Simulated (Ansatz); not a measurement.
Values for one crystal, relaxed and computed with DFT-r²SCAN in the program Ansatz with PAW potentials; other levels are named.

| Item | Value |
|---|---|
| Volume per atom | 15.07 Å³ |
| Band gap | 3.43 eV (indirect) |
| HSE06 gap on the r²SCAN cell | 4.16 eV |
| Hole effective mass | 1.2, 2.9, 6.9 mₑ (principal values) |
| Formation energy from the elements (no fitted shifts) | -1.03 eV/atom |
| Bulk modulus (Birch–Murnaghan fit) | 39.5 GPa |
| Pressure derivative B′ | 7.8 |

Task: Which of these materials gives this?
(A) TeO2, P4_32_12 (Te on 4a, O on 8b)
(B) KNdO2, R-3m (K on 3a, Nd on 3b, O on 6c)
(C) BiTeBr, P3m1 (Bi on 1a, Te on 1b, Br on 1c)
(D) MgO, CsCl type

Result: A, TeO2, P4_32_12 (Te on 4a, O on 8b)

The workflow started from a Materials Project entry (that database holds measured and hypothetical structures alike); the Crystallography Open Database copy checked does not list it. COD files the formula under space group No. 19, 61, 92, 136, so this cell is another polymorph or a model. Its standing as an ambient phase is unchecked. The cell was relaxed with r²SCAN under the symmetry of its start; whether a distortion lowers the energy is not shown. The references are the lowest solids computed at this level, not always the standard phases (solids in place of the gases). Spin–orbit coupling is left out wherever it is not named.

Potentials: the later of the program's two PAW sets.
